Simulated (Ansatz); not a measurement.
**AgTe₂Pt: settings compared (Ansatz)**

The command:

```bash
ansatz run input.yaml --threads 1 --pin off --max-ram 2560MiB --backend cpu --events-out ev --progress --plain --runs-dir out
```

input.yaml:

```yaml
crystal:
  lattice:
    - [0.0, 3.778911, 0.0]
    - [3.778911, 0.0, 0.0]
    - [1.889456, 1.889456, -7.336101]
  atoms:
    - { symbol: Ag, position: [0.75, 0.25, 0.5] }
    - { symbol: Pt, position: [0.0, 0.0, 0.0] }
    - { symbol: Te, position: [0.369, 0.369, 0.262] }
    - { symbol: Te, position: [0.631, 0.631, 0.738] }
  symmetry: { tolerance: 0.0003 }
kpoints:
  mp_grid: { grid: [5, 5, 5], shift: [0, 0, 0] }
magnetization:
  spin_polarized: false
scf:
  occupations: { method: fermi_dirac, width: 0.0311 }
hamiltonian:
  pseudopotentials: { kind: paw }
  xc: pbe
basis:
  ecutwfc: 420
output:
  forces: true
  stress: true
  eigenvalues: true
```

Origin of the cell: a known structure type with other elements, at an estimated volume, so it need not be a known compound.

Output of this run (shortened):

```
Pseudopotentials: kind: paw
Pseudopotential: Ag, paw, valence charge 19, recommended cutoff 420 eV (normal), Ag.paw.azcp
Pseudopotential: Pt, paw, valence charge 18, recommended cutoff 420 eV (normal), Pt.paw.azcp
Pseudopotential: Te, paw, valence charge 16, recommended cutoff 420 eV (normal), Te.paw.azcp
Functional definition: PBE
  exchange = pbe_x(kappa = kappa, mu = beta*pi^2/3)
  correlation = pbe_c(beta = beta)
Crystal: 4 atoms, lattice volume = 104.761 Å³
Basis set: ecut = 420 eV, 1989 PW (Γ), exchange–correlation on 54×54×108 points (8 copies of the dense FFT grid, shifted against one another)
Bands: 42, of which v1, the nominal top of the filled ones, is band 35 counted from 1 (34 counted from 0)
Symmetry: 8 space group operations
Space group: I-4m2 (ITA 119), of the structure as read, at distance tolerance 1.4e-3 Å
[… 7 lines left out …]
Initial density: superposition of atomic densities (neutral atoms: chi_scale 0, normalization atom), corrected by the library's trained network
Functional: x = pbe(κ = 0.804, μ = 0.219515), c = pbe(β = 0.066725)
SCF iter   1: F=—  HF=-34070.916130 eV  Δρ=3.69e-3  dr2=1.26e-2  defer=3
SCF iter   2: F=—  HF=-34070.915414 eV  Δρ=1.89e-3  dr2=4.68e-3  defer=27
SCF iter   3: F=—  HF=-34070.915118 eV  Δρ=3.64e-4  dr2=1.83e-4  defer=27
SCF iter   4: F=—  HF=-34070.915122 eV  Δρ=1.21e-4  dr2=2.27e-5  defer=27
SCF iter   5: F=—  HF=-34070.915135 eV  Δρ=4.98e-5  dr2=3.48e-6  defer=27
SCF iter   6: F=—  HF=-34070.915135 eV  Δρ=1.95e-5  dr2=7.12e-7  defer=27
SCF iter   7: F=-34070.915135 eV  HF=-34070.915135 eV  Δρ=5.69e-6  dr2=5.49e-8
SCF 1 converged in 7 iterations: F = -34070.915135 eV  dr2 = 5.49e-8
SCF converged after 7 iterations
Free energy (F): -34070.915135 eV
Harris-Foulkes:  -34070.915135 eV  (|F-HF|=1.49e-8)
Internal energy: -34070.900259 eV  (E = F + TS)
E sigma→0 (E₀):  -34070.907697 eV
Entropy (-TS):   -0.014876 eV (-3.719 meV/atom)
Fermi energy:    11.343275 eV
--- Per-component energies (eV) ---
  E_band       = -1120.153950
  E_kinetic    = 1524.288714
  E_local      = -7490.645204  (includes V_loc(G=0)·N_el)
  E_nonlocal   = -338.655675
  E_hartree    = 3692.849333
  E_xc         = -691.931721
  E_vxc        = -741.461983  (∫ρ·V_xc dr)
  E_paw        = -22680.785090  (= ΣΔE_a)
  E_vpaw       = -1459.378035  (= ΣTr[D̂ρ^β])
  E_aug_tail   = 0.000140  (compensation charges beyond the density's cutoff)
  E_ewald      = -8086.020757
  E_smearing   = -0.014876  (= −TS)
  Σ components = -34070.915135   (vs F -34070.915135, Δ=0.00e0)
--- Forces (eV/Å), atoms counted from 1 ---
  atom   1  Ag     0.000000     0.000000     0.000000
  atom   2  Pt    -0.000000    -0.000000     0.000000
  atom   3  Te    -0.000000    -0.000000     3.071002
  atom   4  Te     0.000000     0.000000    -3.071002
  max |Σ_I F_I| component: 4.95e-17 eV/Å
--- Stress (GPa, compression-positive) ---
       -1.694360       0.000000      -0.000000
        0.000000      -1.694360      -0.000000
       -0.000000      -0.000000       4.023002
  P = ⅓ Tr σ = 0.2114 GPa (2.114 kbar)
```

The same input was run again with these changes:

1. `basis.ecutwfc` 420 → "36.7 Ry"; `hamiltonian.xc` pbe → pbesol; `accuracy` default → medium
2. `basis.xc_grid` default → 2; `scf.n_extra_bands` default → 2
3. `basis.ecutwfc` 420 → "200 eV"; `hamiltonian.hubbard` default → { sites: [{ species: Pt, l: d, u_eff: 2.0 }], double_counting: fll }
4. `total_charge` default → -4; `scf.max_iter` default → 100

```csv
run,end,SCF iterations,P (GPa),max force component (eV/Å),moment (μB),ΔE(σ→0) (meV/atom)
base,converged,7,0.21,3.071,–,0
1,converged,8,-3.67,2.927,–,–
2,converged,7,0.21,3.071,–,0.00
3,converged,10,-1.02,2.991,–,–
4,converged,10,–,1.958,–,–
```

Energies are compared only where functional, datasets, charge and starting cell are the same.

Not properties of the system: run 3 (too coarse or loose: `basis.ecutwfc` = "200 eV"), run 4 (a charge that the system can't hold).

Caveats of the base run: no moments, though an odd count or open d shells may carry them; no spin-orbit coupling, though heavy elements are present; the k mesh is coarse if the cell is a metal.

Run 3: the cutoff lies below the datasets' advice.
Run 4: charged cell with a uniform background, whose pressure depends on convention.

The base run took 11 s of wall time on 1 CPU thread(s) of a shared host, from the program's own first density.
